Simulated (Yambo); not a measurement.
Yambo run on CsCaH₃ (cubic perovskite, space group Pm-3m, No. 221). The wavefunctions come from this Quantum ESPRESSO step (LDA, PseudoDojo standard norm-conserving files, scalar-relativistic):

```
&CONTROL
  calculation = 'nscf'
  pseudo_dir = './pseudo'
  outdir = './out'
/
&SYSTEM
  ibrav = 0
  nat = 5
  ntyp = 3
  ecutwfc = 74.0
  ecutrho = 296.0
  occupations = 'fixed'
  force_symmorphic = .true.
  nbnd = 176
/
&ELECTRONS
  conv_thr = 5e-09
  diago_full_acc = .true.
  diago_thr_init = 1e-08
/
ATOMIC_SPECIES
H 1.0080 H.upf
Ca 40.0780 Ca.upf
Cs 132.9055 Cs.upf
CELL_PARAMETERS angstrom
  4.621190000000   0.000000000000   0.000000000000
  0.000000000000   4.621190000000   0.000000000000
  0.000000000000   0.000000000000   4.621190000000
ATOMIC_POSITIONS crystal
H   0.500000000000   0.000000000000   0.500000000000
H   0.000000000000   0.500000000000   0.500000000000
H   0.500000000000   0.500000000000   0.000000000000
Ca   0.500000000000   0.500000000000   0.500000000000
Cs   0.000000000000   0.000000000000   0.000000000000
K_POINTS automatic
4 4 4 0 0 0
```

Yambo input:

```
rim_cut
gw0
dyson
el_el_corr
HF_and_locXC
ppa
em1d
RandQpts= 1000000
RandGvec= 1 Ry
EXXRLvcs= 74 Ry
VXCRLvcs= 296 Ry
Chimod= "HARTREE"
% BndsRnXp
 1 | 175 |
%
NGsBlkXp= 8 Ry
% LongDrXp
 1.0 | 1.0 | 1.0 |
%
PPAPntXp= 27.2114 eV
% GbndRnge
 1 | 175 |
%
GTermKind= "BG"
DysSolver= "n"
ExtendOut
% QPkrange
 1 | 1 | 11 | 12 |
 6 | 6 | 11 | 12 |
%
```

k points by index: 1 = Γ, 6 = M.

Resulting energies as the program prints them:

```
#    K-point    Band    Eo [eV]    E [eV]    E-Eo [eV]    Vxc [eV]    Vnlxc [eV]    Sc|Eo [eV]    Sc|E [eV]    dSc/dw|Eo [eV]    Re(Z)    Im(Z)
#
    1    11    -0.667576    -2.051877    -1.384301    -10.47796    -13.81981    1.590305    1.957550    -7.218130    0.790346    -0.001831
    1    12    5.364553    7.182256    1.817703    -12.78927    -5.809735    -4.737393    -5.161831    -6.352979    0.810718    -0.001909
    6    11    0.000000    -1.530712    -1.530712    -10.75094    -14.20097    1.527269    1.919318    -6.968829    0.796112    -0.001577
    6    12    2.810534    3.800474    0.989940    -8.804602    -4.060933    -3.557922    -3.753729    -5.381583    0.834883    -0.001283
```
(The two width columns are left out.) Convergence of these settings isn't established.

Geometry of the Materials Project entry, not relaxed at this level.

The structure is a Materials Project entry; no match was found in the copy of COD used, and its stability was not checked.
